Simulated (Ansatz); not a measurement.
The relaxed structure here is a generated cell of AlAu: the first start was made by a random draw of sites in a space group, and the end was not matched to a known phase here, so it may be hypothetical.

A relaxed cell of AlAu (Fmmm (No. 69)), relaxed on a k-mesh at least as fine as the one used below. Level of theory: PBE (plane waves to 420 eV, PAW, scalar-relativistic; Ansatz, a program for electronic structure). Γ-centred k-mesh 8×8×8 on the run's cell (coarser than for final values), Fermi–Dirac smearing 0.05 eV.

```
CELL_PARAMETERS angstrom
      0.00000     5.99165     6.13146
      2.35105     0.00000     6.13146
      2.35105     5.99165     0.00000
ATOMIC_POSITIONS crystal
  Al 0.06547 0.71671 0.28329
  Al 0.93453 0.28329 0.71671
  Al 0.71671 0.06547 0.93453
  Al 0.28329 0.93453 0.06547
  Au 0.43934 0.20479 0.79521
  Au 0.56066 0.79521 0.20479
  Au 0.20479 0.43934 0.56066
  Au 0.79521 0.56066 0.43934
```

The atoms are displaced by (Å):

```csv
atom,ux,uy,uz
Al1,-0.150,-0.189,-0.019
Al2,0.040,-0.096,-0.032
Al3,-0.068,0.037,0.081
Al4,0.202,-0.112,0.148
Au5,-0.088,-0.045,-0.122
Au6,0.167,-0.055,0.101
Au7,0.047,-0.038,0.133
Au8,0.080,-0.017,-0.073
```

Q: What forces (eV/Å) and pressure result?

A: 
```csv
atom,Fx,Fy,Fz
Al1,0.28,0.36,0.30
Al2,0.69,0.34,0.51
Al3,0.51,-0.37,-0.27
Al4,-1.05,0.57,-1.48
Au5,0.05,-0.16,1.27
Au6,-0.70,0.01,-0.17
Au7,-0.39,-0.15,-0.24
Au8,0.60,-0.59,0.09
```

Pressure +1.4 GPa.

Q: Estimate the energy cost of the displacement in the harmonic approximation and compare with the calculation.

A: For a harmonic well ΔE = −½ Σ F·u = 0.492 eV a cell, or 62 meV/atom. The calculated energy relative to the undisplaced cell is +0.06 eV/atom, so the harmonic estimate holds well.

The undisplaced cell is probably no minimum: from this displacement the run went on to P-1 (No. 2), 0.27 eV/atom below it.

No spin polarisation in the result.
